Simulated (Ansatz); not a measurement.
Input file for Ansatz (an electronic-structure program):

Ansatz 0.2 input:
```yaml
crystal:
  lattice:
    - [5.2842175975, 0.0, 0.0]
    - [0.0, 3.4679481953, 0.0]
    - [0.0, 0.0, 5.7205743618]
  atoms:
    - { symbol: Ni, position: [0.5073299772, 0.25, 0.6893297336] }
    - { symbol: Ni, position: [0.4926700228, 0.75, 0.3106702664] }
    - { symbol: Ni, position: [0.9926700228, 0.75, 0.1893297336] }
    - { symbol: Ni, position: [0.0073299772, 0.25, 0.8106702664] }
    - { symbol: Ge, position: [0.688664458, 0.25, 0.0902135087] }
    - { symbol: Ge, position: [0.311335542, 0.75, 0.9097864913] }
    - { symbol: Ge, position: [0.811335542, 0.75, 0.5902135087] }
    - { symbol: Ge, position: [0.188664458, 0.25, 0.4097864913] }
kpoints:
  mp_grid: { grid: [14, 21, 13] }
hamiltonian:
  xc: pbesol
  pseudopotentials: { azcp: { folder: ./paw }, kind: paw }
scf:
  occupations: { method: fermi_dirac, width: 0.1 }
elastic: { mode: relaxed_ion, stencil: two_point, amplitude: 0.005, f_tol: 0.0005 }
```

Output (shortened):

```
Pseudopotential: Ni, paw, valence charge 18
Pseudopotential: Ge, paw, valence charge 14
Functional definition: PBEsol
Crystal: 8 atoms, lattice volume = 104.832 Å³
Basis set: ecut = 420 eV, 2049 PW (Γ), exchange–correlation on 72×48×80 points (8 copies of the dense FFT grid, shifted against one another)
Bands: 77, of which v1, the nominal top of the filled ones, is band 64 counted from 1 (63 counted from 0)
Symmetry: 8 space group operations
Space group: Pnma (ITA 62), of the structure as read, at distance tolerance 4.7e-5 Å
k-points: 616 of 3822
SCF 1 converged in 16 iterations: F = -40236.946294 eV  dr2 = 3.98e-14
relax step   1: F+E_penalty+E_count = -40236.94629418 eV  Δ(F+E_penalty+E_count) = +0.000e0 eV  max|allowed force component| = 8.666e-3 eV/Å  Δτ_max = 0.0000 Å  (16 SCF iters, accepted)
Crystal: 8 atoms, lattice volume = 104.832 Å³
SCF 2 converged in 13 iterations: F = -40236.946314 eV  dr2 = 1.56e-14
relax step   2: F+E_penalty+E_count = -40236.94631352 eV  Δ(F+E_penalty+E_count) = -1.934e-5 eV  max|allowed force component| = 5.489e-3 eV/Å  Δτ_max = 0.0006 Å  (13 SCF iters, accepted)
Crystal: 8 atoms, lattice volume = 104.832 Å³
SCF 3 converged in 10 iterations: F = -40236.946324 eV  dr2 = 1.78e-14
relax step   3: F+E_penalty+E_count = -40236.94632446 eV  Δ(F+E_penalty+E_count) = -1.094e-5 eV  max|allowed force component| = 4.769e-4 eV/Å  Δτ_max = 0.0009 Å  (10 SCF iters, accepted)
Crystal: 8 atoms, lattice volume = 104.832 Å³
SCF 4 converged in 14 iterations: F = -40236.946324 eV  dr2 = 1.78e-19
Crystal: 8 atoms, lattice volume = 104.308 Å³
Basis set: ecut = 420 eV, 2033 PW (Γ), exchange–correlation on 72×48×80 points (8 copies of the dense FFT grid, shifted against one another)
SCF 5 converged in 14 iterations: F = -40236.942953 eV  dr2 = 6.07e-14
relax step   1: F+E_penalty+E_count = -40236.94295338 eV  Δ(F+E_penalty+E_count) = +0.000e0 eV  max|allowed force component| = 1.839e-2 eV/Å  Δτ_max = 0.0000 Å  (14 SCF iters, accepted)
Crystal: 8 atoms, lattice volume = 104.308 Å³
SCF 6 converged in 11 iterations: F = -40236.943052 eV  dr2 = 3.29e-14
relax step   2: F+E_penalty+E_count = -40236.94305203 eV  Δ(F+E_penalty+E_count) = -9.864e-5 eV  max|allowed force component| = 8.321e-3 eV/Å  Δτ_max = 0.0025 Å  (11 SCF iters, accepted)
Crystal: 8 atoms, lattice volume = 104.308 Å³
SCF 7 converged in 10 iterations: F = -40236.943072 eV  dr2 = 4.63e-14
relax step   3: F+E_penalty+E_count = -40236.94307230 eV  Δ(F+E_penalty+E_count) = -2.027e-5 eV  max|allowed force component| = 2.254e-4 eV/Å  Δτ_max = 0.0008 Å  (10 SCF iters, accepted)
Crystal: 8 atoms, lattice volume = 104.308 Å³
SCF 8 converged in 14 iterations: F = -40236.943072 eV  dr2 = 0.0
Crystal: 8 atoms, lattice volume = 105.356 Å³
Basis set: ecut = 420 eV, 2057 PW (Γ), exchange–correlation on 72×48×80 points (8 copies of the dense FFT grid, shifted against one another)
SCF 9 converged in 14 iterations: F = -40236.945669 eV  dr2 = 7.94e-14
relax step   1: F+E_penalty+E_count = -40236.94566897 eV  Δ(F+E_penalty+E_count) = +0.000e0 eV  max|allowed force component| = 1.731e-2 eV/Å  Δτ_max = 0.0000 Å  (14 SCF iters, accepted)
Crystal: 8 atoms, lattice volume = 105.356 Å³
SCF 10 converged in 11 iterations: F = -40236.945774 eV  dr2 = 1.60e-14
relax step   2: F+E_penalty+E_count = -40236.94577407 eV  Δ(F+E_penalty+E_count) = -1.051e-4 eV  max|allowed force component| = 1.136e-3 eV/Å  Δτ_max = 0.0016 Å  (11 SCF iters, accepted)
Crystal: 8 atoms, lattice volume = 105.356 Å³
[...]
relax step   1: F+E_penalty+E_count = -40236.94535190 eV  Δ(F+E_penalty+E_count) = +0.000e0 eV  max|allowed force component| = 2.097e-3 eV/Å  Δτ_max = 0.0000 Å  (12 SCF iters, accepted)
Crystal: 8 atoms, lattice volume = 104.831 Å³
SCF 49 converged in 13 iterations: F = -40236.945354 eV  dr2 = 1.49e-18
relax step   2: F+E_penalty+E_count = -40236.94535356 eV  Δ(F+E_penalty+E_count) = -1.658e-6 eV  max|allowed force component| = 6.577e-4 eV/Å  Δτ_max = 0.0003 Å  (13 SCF iters, accepted)
Crystal: 8 atoms, lattice volume = 104.831 Å³
SCF 50 converged in 12 iterations: F = -40236.945354 eV  dr2 = 2.48e-18
relax step   3: F+E_penalty+E_count = -40236.94535376 eV  Δ(F+E_penalty+E_count) = -2.026e-7 eV  max|allowed force component| = 1.138e-4 eV/Å  Δτ_max = 0.0001 Å  (12 SCF iters, accepted)
Crystal: 8 atoms, lattice volume = 104.831 Å³
SCF 51 converged in 14 iterations: F = -40236.945354 eV  dr2 = 0.0
Crystal: 8 atoms, lattice volume = 104.831 Å³
SCF 52 converged in 12 iterations: F = -40236.945352 eV  dr2 = 7.86e-14
relax step   1: F+E_penalty+E_count = -40236.94535190 eV  Δ(F+E_penalty+E_count) = +0.000e0 eV  max|allowed force component| = 2.097e-3 eV/Å  Δτ_max = 0.0000 Å  (12 SCF iters, accepted)
Crystal: 8 atoms, lattice volume = 104.831 Å³
SCF 53 converged in 9 iterations: F = -40236.945354 eV  dr2 = 5.93e-15
relax step   2: F+E_penalty+E_count = -40236.94535377 eV  Δ(F+E_penalty+E_count) = -1.863e-6 eV  max|allowed force component| = 3.967e-5 eV/Å  Δτ_max = 0.0004 Å  (9 SCF iters, accepted)
Crystal: 8 atoms, lattice volume = 104.831 Å³
SCF 54 converged in 13 iterations: F = -40236.945354 eV  dr2 = 0.0
SCF converged after 14 iterations
Stability not checked: this state was not tested for a lower state beside it, because too few of the mixer's solves of this state at the end of the SCF gave a …
Free energy (F): -40236.946324 eV
Harris-Foulkes:  -40236.946324 eV  (|F-HF|=1.46e-11)
Internal energy: -40236.866652 eV  (E = F + TS)
E sigma→0 (E₀):  -40236.906488 eV
Entropy (-TS):   -0.079672 eV (-9.959 meV/atom)
Fermi energy:    15.681241 eV
--- Per-component energies (eV) ---
  E_band       = -1548.585437
  E_kinetic    = 1748.524852
  E_local      = -19533.787312  (includes V_loc(G=0)·N_el)
  E_nonlocal   = 416.169517
  E_hartree    = 10117.491262
  E_xc         = -740.002655
  E_vxc        = -851.428129  (∫ρ·V_xc dr)
  E_paw        = -14382.782031  (= ΣΔE_a)
  E_vpaw       = -3563.050781  (= ΣTr[D̂ρ^β])
  E_aug_tail   = 0.003892  (compensation charges beyond the density's cutoff)
  E_ewald      = -17866.945085
  E_core_change = 4.460908  (= ΣΔE_core)
  E_smearing   = -0.079672  (= −TS)
  E_closure    =  0.000000  (closes the sum)
  Σ components = -40236.946324   (vs F -40236.946324, Δ=0.00e0)
--- Forces (eV/Å), atoms counted from 1 ---
  atom   1  Ni     0.00035126     0.00000000     0.00047691
  atom   2  Ni    -0.00035126     0.00000000    -0.00047691
  atom   3  Ni    -0.00035126     0.00000000     0.00047691
  atom   4  Ni     0.00035126     0.00000000    -0.00047691
  atom   5  Ge    -0.00020559     0.00000000     0.00025581
  atom   6  Ge     0.00020559     0.00000000    -0.00025581
  atom   7  Ge     0.00020559     0.00000000     0.00025581
  atom   8  Ge    -0.00020559     0.00000000    -0.00025581
  max |Σ_I F_I| component: 6.94e-18 eV/Å
--- Stress (GPa, compression-positive) ---
        0.409326       0.000000       0.000000
        0.000000      -0.291742       0.000000
        0.000000       0.000000       0.260856
  P = ⅓ Tr σ = 0.1261 GPa (1.261 kbar)
--- Band table (eV; the first three rows and the last of 616) ---
  k-point 0: bands = ["-87.6097", "-87.6071", "-87.6065", "-87.6038", "-48.2028", "-48.1946", "-48.1942", "-48.1769", "-48.1686", "-48.1681", "-48.1642", "-48.1601", "-48.1563", "-48.1524", "-48.1364", "-48.1357", "-9.0104", "-8.9952", "-8.9897", "-8.9854", …
  k-point 1: bands = ["-87.6097", "-87.6073", "-87.6063", "-87.6038", "-48.2028", "-48.1956", "-48.1931", "-48.1772", "-48.1683", "-48.1681", "-48.1643", "-48.1602", "-48.1562", "-48.1525", "-48.1364", "-48.1357", "-9.0101", "-8.9955", "-8.9896", "-8.9853", …
  k-point 2: bands = ["-87.6096", "-87.6076", "-87.6060", "-87.6039", "-48.2026", "-48.1967", "-48.1918", "-48.1781", "-48.1680", "-48.1676", "-48.1645", "-48.1604", "-48.1560", "-48.1526", "-48.1363", "-48.1357", "-9.0095", "-8.9961", "-8.9893", "-8.9853", …
  k-point 615: bands = ["-87.6068", "-87.6068", "-87.6066", "-87.6066", "-48.1930", "-48.1930", "-48.1920", "-48.1920", "-48.1623", "-48.1623", "-48.1616", "-48.1616", "-48.1500", "-48.1500", "-48.1499", "-48.1499", "-8.9939", "-8.9939", "-8.9899", "-8.9899", …
--- Elastic constants: 6 strain directions × 2 members + reference (group order 8) ---
  dense FFT box of the reference and of every strained cell: 36×24×40
  strains applied: 11, 22, 33, 23, 13, 12; error gains …
  reference relaxed by the batch: 3 steps …
  largest displacement 1.4e-3 Å; the constants are those of the deck's cell at these positions:
  atoms:
    - { symbol: Ni, position: [0.5073622129003669, 0.25, 0.6893519523552231] }
    - { symbol: Ni, position: [0.4926377870996331, 0.75, 0.31064804764477694] }
    - { symbol: Ni, position: [0.9926377870996332, 0.75, 0.18935195235522306] }
    - { symbol: Ni, position: [0.007362212900366906, 0.25, 0.8106480476447768] }
    - { symbol: Ge, position: [0.6885392791272636, 0.25, 0.08999023385944595] }
    - { symbol: Ge, position: [0.3114607208727363, 0.75, 0.9100097661405541] }
    - { symbol: Ge, position: [0.8114607208727361, 0.75, 0.5899902338594459] }
    - { symbol: Ge, position: [0.1885392791272637, 0.25, 0.41000976614055407] }
  C = ∂σ_k/∂η_j (tension-positive GPa; Voigt order 11 22 33 23 13 12):
       232.353    153.955    112.700      0.000      0.000      0.000
       153.244    203.592    120.453      0.000      0.000      0.000
       112.542    120.989    191.511      0.000      0.000      0.000
         0.000      0.000      0.000     77.426      0.000      0.000
         0.000      0.000      0.000      0.000    116.664      0.000
         0.000      0.000      0.000      0.000      0.000    118.634
  reference stress σ⁰ (GPa):     -0.409      0.292     -0.261      0.000      0.000      0.000
  moduli (Voigt/Reuss/Hill, GPa): K = 155.70/152.50/154.10   G = 78.58/59.74/69.16   E = 180.48   ν = 0.305
  mechanically stable: yes (min eigenvalue of sym C = 59.71 GPa)
  strain η (Voigt 11):  stress-route row diagonal C_11 = 232.35 GPa, energy-path curvature d²(F+E_count+ΔE)/dδ²/Ω₀ = 232.41 GPa
         δ    σ_11 (GPa)             F (eV)   n_scf  n_hpsi   n_pw
    -5.000e-3      -1.5887      -40236.9430723      14  962774   2066   relax 3 steps, max|allowed force component| 2.25e-4 eV/Å
     5.000e-3       0.7349      -40236.9457744      14  952197   2092   relax 3 steps, max|allowed force component| 1.46e-4 eV/Å
  strain η (Voigt 22):  stress-route row diagonal C_22 = 203.59 GPa, energy-path curvature d²(F+E_count+ΔE)/dδ²/Ω₀ = 203.62 GPa
         δ    σ_22 (GPa)             F (eV)   n_scf  n_hpsi   n_pw
    -5.000e-3      -0.7375      -40236.9456010      13  902999   2066   relax 4 steps, max|allowed force component| 1.90e-4 eV/Å
     5.000e-3       1.2984      -40236.9437157      13  902169   2082   relax 3 steps, max|allowed force component| 1.21e-4 eV/Å
  strain η (Voigt 33):  stress-route row diagonal C_33 = 191.51 GPa, energy-path curvature d²(F+E_count+ΔE)/dδ²/Ω₀ = 191.62 GPa
         δ    σ_33 (GPa)             F (eV)   n_scf  n_hpsi   n_pw
    -5.000e-3      -1.2327      -40236.9438928      13  910108   2067   relax 4 steps, max|allowed force component| 1.78e-4 eV/Å
     5.000e-3       0.6824      -40236.9456182      13  886589   2084   relax 3 steps, max|allowed force component| 3.05e-5 eV/Å
  strain η (Voigt 23):  stress-route row diagonal C_44 = 77.43 GPa, energy-path curvature d²(F+E_count+ΔE)/dδ²/Ω₀ = 77.48 GPa
         δ    σ_23 (GPa)             F (eV)   n_scf  n_hpsi   n_pw
    -5.000e-3      -0.3871      -40236.9456919      13  1592497   2074   relax 3 steps, max|allowed force component| 3.79e-4 eV/Å
     5.000e-3       0.3871      -40236.9456919      14  1700084   2074   relax 3 steps, max|allowed force component| 2.75e-4 eV/Å
  strain η (Voigt 13):  stress-route row diagonal C_55 = 116.66 GPa, energy-path curvature d²(F+E_count+ΔE)/dδ²/Ω₀ = 116.98 GPa
         δ    σ_13 (GPa)             F (eV)   n_scf  n_hpsi   n_pw
    -5.000e-3      -0.5833      -40236.9453678      13  1469589   2072   relax 4 steps, max|allowed force component| 1.25e-4 eV/Å
     5.000e-3       0.5833      -40236.9453678      13  1487055   2072   relax 3 steps, max|allowed force component| 9.66e-5 eV/Å
  strain η (Voigt 12):  stress-route row diagonal C_66 = 118.63 GPa, energy-path curvature d²(F+E_count+ΔE)/dδ²/Ω₀ = 118.71 GPa
         δ    σ_12 (GPa)             F (eV)   n_scf  n_hpsi   n_pw
    -5.000e-3      -0.5932      -40236.9453538      14  1595484   2074   relax 3 steps, max|allowed force component| 1.14e-4 eV/Å
     5.000e-3       0.5932      -40236.9453538      13  1513011   2074   relax 2 steps, max|allowed force component| 3.97e-5 eV/Å
```

Cost: about 7 core-hours (a rough figure) on shared cores.

The PBEsol relaxation kept the symmetry of its start. No spin polarisation was allowed. As this level gives no gap, shear constants depend on the k-mesh and smearing (Fermi–Dirac, 0.1 eV here). On the denser mesh and wider smearing of the elastic run this cell carries a stress of 0.4 GPa. Spin–orbit coupling is left out wherever it is not named.

Potentials: the earlier of the program's two PAW sets. The files were generated under PBE; for other functionals the program regenerates the frozen cores, and for LDA and PBEsol the local potential too.

Ansatz is a plane-wave DFT program.
